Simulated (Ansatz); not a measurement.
## Ansatz 0.2.0, relaxation: ZrNiS

Launch command:

```bash
ansatz run input.yaml --threads 2 --pin off --max-ram 3584MiB --backend cpu --events-out ev --progress --plain --runs-dir out
```

Input:

```yaml
crystal:
  lattice:
    - [3.44678214, 0.0, 0.0]
    - [0.0, 3.44678214, 0.0]
    - [0.0, 0.0, 7.69248057]
  atoms:
    - { symbol: Zr, position: [0.0, 0.5, 0.263] }
    - { symbol: Zr, position: [0.5, 0.0, 0.737] }
    - { symbol: S, position: [0.0, 0.5, 0.62] }
    - { symbol: S, position: [0.5, 0.0, 0.38] }
    - { symbol: Ni, position: [0.0, 0.0, 0.0], spin: 2, spin_axis: [0.23293, 0.96963, -0.07457] }
    - { symbol: Ni, position: [0.5, 0.5, 0.0], spin: 2, spin_axis: [0.3955, -0.78811, 0.47167] }
  symmetry: { tolerance: 0.0003 }
kpoints:
  mp_grid: { grid: [5, 5, 3], shift: [0, 0, 0] }
magnetization:
  noncollinear: true
  spin_orbit: false
scf:
  occupations: { method: fermi_dirac, width: 0.0296 }
  lower_state_search: "off"
hamiltonian:
  pseudopotentials: { kind: paw }
  xc: pbe
basis:
  ecutwfc: 420
  fft_grid_basis: typed
relax:
  max_steps: 80
  cell: { p_target: 5.0 }
output:
  forces: true
  stress: true
  eigenvalues: true
  bader: true
  populations: true
  elf: true
  write_potential: true
  volumetric_format: npy
  dos:
    e_range: [-12, 8]
    de: 0.05
    projected: { site_lists: { Ni: [Ni], S: [S], Zr: [Zr] } }
    method: { smearing: { sigma: 0.1, scheme: gaussian } }
  write_density: true
checkpoint:
  read: saved_state
```

Origin of the cell: a known structure type with other elements, at an estimated volume, so it need not be a known compound.

The saved state is a converged single point of the same cell.

Steps («new basis» is an SCF on plane waves selected anew at the same cell):

```tsv
step	ΔH (meV/atom)	max force component (eV/Å)	P (GPa)	volume (Å³)	SCF iterations	step was
1	0.0	0.221	9.28	91.39	18	accepted
2	-5.6	0.076	3.34	95.16	10	accepted
3	-7.0	0.028	4.87	94.09	10	accepted
4	-7.0	0.040	5.09	93.95	8	rejected
5	-7.0	0.006	4.98	94.01	9	accepted
6	-7.0	0.002	5.02	93.98	7	accepted
7	-7.1	0.002	5.02	93.98	6	new basis
```

Before:

Space group P4/nmm (No. 129); the run's cell has a = 3.447 Å, b = 3.447 Å, c = 7.692 Å, α = 90.00°, β = 90.00°, γ = 90.00°. Shortest distances: Ni–Ni 2.44 Å, S–Zr 2.60 Å, Ni–Zr 2.66 Å, S–S 3.06 Å, Ni–S 3.39 Å, Zr–Zr 3.45 Å.

After:

Space group P4/nmm (No. 129); the run's cell has a = 3.470 Å, b = 3.470 Å, c = 7.807 Å, α = 90.00°, β = 90.00°, γ = 90.00°. Shortest distances: Ni–Ni 2.45 Å, S–Zr 2.61 Å, Ni–Zr 2.69 Å, S–S 3.13 Å, Ni–S 3.41 Å, Zr–Zr 3.47 Å.

```yaml
crystal:
  lattice:
    - [3.46960, 0.00000, 0.00000]
    - [0.00000, 3.46960, 0.00000]
    - [0.00000, 0.00000, 7.80671]
  atoms:
    - { symbol: Zr, position: [0.00000, 0.50000, 0.26274] }
    - { symbol: Zr, position: [0.50000, 0.00000, 0.73726] }
    - { symbol: S, position: [0.00000, 0.50000, 0.62406] }
    - { symbol: S, position: [0.50000, 0.00000, 0.37594] }
    - { symbol: Ni, position: [0.00000, 0.00000, 0.00000] }
    - { symbol: Ni, position: [0.50000, 0.50000, 0.00000] }
```

```yaml
Enthalpy_lowered_by: 7.1 meV/atom
Volume_change: 2.83 %
Final_pressure: 5.02 GPa
Relaxation_steps_listed: 7
```

Caveats: a starting moment was lost; the k mesh is coarse if the cell is a metal; the relaxation held the start's symmetry, so the end may be a saddle point; the run holds no moments, so a magnetic state may lie lower.

It ran for 2.3 min on 2 threads of Arm Neoverse V2 (shared host), peak memory 0.62 GiB, from a saved density.
